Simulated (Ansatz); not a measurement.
According to the program Ansatz at the PBE level (PAW), GaIr3C in the anti-perovskite structure (Pm-3m) relaxes to a = 4.089 Å. Ga has 12 nearest neighbours from 2.89 Å (cuboctahedral); C has 6 nearest neighbours from 2.04 Å (octahedral). Its formation energy from the elements is 0.35 eV/atom, with no fitted shifts.

Electronic character: metallic (no gap). Gap from PBE with spin–orbit coupling: none (metallic).

An equation-of-state fit gives a bulk modulus of 255 GPa.

The start of the workflow was typed in or built on a structure type; neither database checked (COD, Materials Project) lists it. Its standing as an ambient phase is unchecked. Symmetry was held in the PBE relaxation; whether a distortion lowers the energy is not shown. No spin polarisation was allowed. Its formation energy is positive at this level, so the cell may be metastable or incomplete. The references are the lowest solids computed at this level, not always the standard phases. Spin–orbit coupling is left out wherever it is not named.

Potentials: the earlier of the program's two PAW sets.
